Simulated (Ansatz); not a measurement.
PbIF: reading a single point

```
CELL_PARAMETERS angstrom
4.25186 0.00000 0.00000
0.00000 4.25186 0.00000
0.00000 0.00000 8.83004
ATOMIC_POSITIONS crystal
Pb 0.25000 0.25000 0.16392
Pb 0.75000 0.75000 0.83608
I 0.25000 0.25000 0.66297
I 0.75000 0.75000 0.33703
F 0.75000 0.25000 0.00000
F 0.25000 0.75000 0.00000
```

Method: PBEsol, spin-orbit coupling; PAW, plane waves to 420 eV, 6×6×3 Γ-centred mesh, fermi-dirac occupations (width 0.1 eV) (Ansatz 0.2.0), atoms fixed.

The state carries no moments; the state need not be the lowest.

(1) What does the stress say?

(2) Which orbitals make up the band edges?

(3) Give the Bader charges.

(4) Which atom feels the largest force, and which way?

(5) What is the formation energy?

(6) What is the band gap?

Origin: a database entry at a rescaled volume. Caveats: the mesh misses a band edge that the path finds.

## Answers

(1) The pressure is -1.5 GPa (compression positive), so with the atoms held at these fractions the cell would first shrink.

(2) Within 0.7 eV of the edges, the states project mainly on I p (84 %) below the gap and on Pb p (75 %) above it.

(3) Bader charges in e: Pb +1.24, I -0.47, F -0.77. In the mean Pb gives up most and F takes most.

(4) The largest is on I3 (and as large on other atoms): 0.10 eV/Å, components (0.00, 0.00, 0.10). It makes 63° with the line to a nearest neighbour, Pb2 at 3.37 Å.

(5) -1.37 eV an atom against the elements' usual phases (free molecules for gases, crystals otherwise, with no correction for O₂ or N₂), so it is bound against them; other compounds may still compete. Relaxing would lower it.

(6) The gap is 1.32 eV, direct at the points sampled.
